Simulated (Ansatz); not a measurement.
Data:

ReB:
```yaml
crystal:
  lattice:
    - [0.00000, 2.19153, 2.19153]
    - [2.19153, 0.00000, 2.19153]
    - [2.19153, 2.19153, 0.00000]
  atoms:
    - { symbol: B, position: [0.00000, 0.00000, 0.00000] }
    - { symbol: Re, position: [0.50000, 0.50000, 0.50000] }
```

This is the PBEsol-relaxed structure.

**Question.** All from DFT-PBEsol in the program Ansatz with PAW potentials, unless another level is named. Give the electronic character.

**Answer.** metallic (no gap).

**Question.** And the density of states at the Fermi level?

**Answer.** 0.81 states/eV per atom (mean over ±0.08 eV).

**Question.** What about the formation energy from the elements (no fitted shifts)?

**Answer.** 195 meV/atom.

**Question.** Predict the gap with spin–orbit coupling.

**Answer.** none (metallic).

Space group Fm-3m (rock salt). The cell is a constructed one: a structure type filled with these elements; neither database checked (COD, Materials Project) lists it. COD files the formula under space group No. 141. Whether it is the stable phase at ambient conditions was not checked. Symmetry was held in the PBEsol relaxation; its stability against distortions is not shown here. No spin polarisation was allowed. The references are the lowest solids computed at this level, not always the standard phases. Scalar-relativistic: spin–orbit coupling is off unless named, which matters more the heavier the elements.

Potentials: the earlier of the program's two PAW sets. The files were generated under PBE; for other functionals the program regenerates the frozen cores, and for LDA and PBEsol the local potential too.
